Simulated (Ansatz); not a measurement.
La2GeI2:
```
CELL_PARAMETERS angstrom
      4.38529     0.00000     0.00000
     -2.19265     3.79777     0.00000
      0.00000     0.00000    10.57789
ATOMIC_POSITIONS crystal
  La 0.66667 0.33333 0.65712
  La 0.33333 0.66667 0.34288
  Ge 0.00000 0.00000 0.50000
  I  0.33333 0.66667 0.84667
  I  0.66667 0.33333 0.15333
```

Relaxed with LDA. Special points in fractions of this cell's reciprocal vectors: Γ (0.000, 0.000, 0.000); M (0.500, 0.000, 0.000); K (0.333, 0.333, 0.000); A (0.000, 0.000, 0.500); L (0.500, 0.000, 0.500); H (0.333, 0.333, 0.500).

List the band energies nearest the valence-band maximum at these points for LDA with spin–orbit coupling (plane waves, PAW; program Ansatz).

In eV from the valence-band maximum; about four levels below and three above (degenerate sets whole), none deeper than 8.9 eV; points with the same levels are listed once.

| k | below | above |
|---|---|---|
| Γ | -0.11 -0.11 0.00 0.00 | 1.56 1.56 1.59 1.59 |
| M | -0.37 -0.37 -0.08 -0.08 | 0.07 0.07 1.88 1.88 |
| K | -0.81 -0.81 -0.43 -0.43 | 1.62 1.62 1.73 1.73 1.73 1.73 |
| A | -0.19 -0.19 -0.05 -0.05 | 1.51 1.51 1.62 1.62 |
| L | -0.42 -0.42 -0.05 -0.05 | 0.27 0.27 1.71 1.71 |
| H | -0.82 -0.82 -0.43 -0.43 | 1.69 1.69 1.80 1.80 1.80 1.80 |

Space group P-3m1. The workflow started from a Materials Project entry (that database holds measured and hypothetical structures alike); the Crystallography Open Database files this formula in space group No. 164, but the cells were not matched. Its standing as an ambient phase is unchecked. Symmetry was held in the LDA relaxation; its stability against distortions is not shown here. A crystal of weakly bound layers computed without a dispersion correction: the cell and the soft elastic constants depend strongly on that.

Potentials: the later of the program's two PAW sets.
